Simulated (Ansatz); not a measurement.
CaO:
```
CELL_PARAMETERS angstrom
      0.00000     2.39206     2.39206
      2.39206     0.00000     2.39206
      2.39206     2.39206     0.00000
ATOMIC_POSITIONS crystal
  Ca 0.00000 0.00000 0.00000
  O  0.50000 0.50000 0.50000
```

x, y and z are the axes in which the lattice vectors are written.

Give the high-frequency dielectric tensor and the Born effective charge tensors of the independent atoms from DFPT, r²SCAN+D4 (plane waves, PAW; program Ansatz).


ε∞:
```
3.53  0.00  0.00
0.00  3.53  0.00
0.00  0.00  3.53
```
Z* of atom 1 (Ca), rows: field, columns: displacement, in e:
```
2.33  0.00  0.00
0.00  2.33  0.00
0.00  0.00  2.33
```
Z* of atom 2 (O), rows: field, columns: displacement, in e:
```
-2.33   0.00   0.00
 0.00  -2.33   0.00
 0.00   0.00  -2.33
```

Static charges for comparison (Bader): Ca1 +1.52, O2 -1.52 e. Born charges measure polarisation by displacement and can exceed these by far.

Space group Fm-3m (rock salt). Symmetry was held in the r²SCAN+D4 relaxation.

Potentials: the later of the program's two PAW sets.
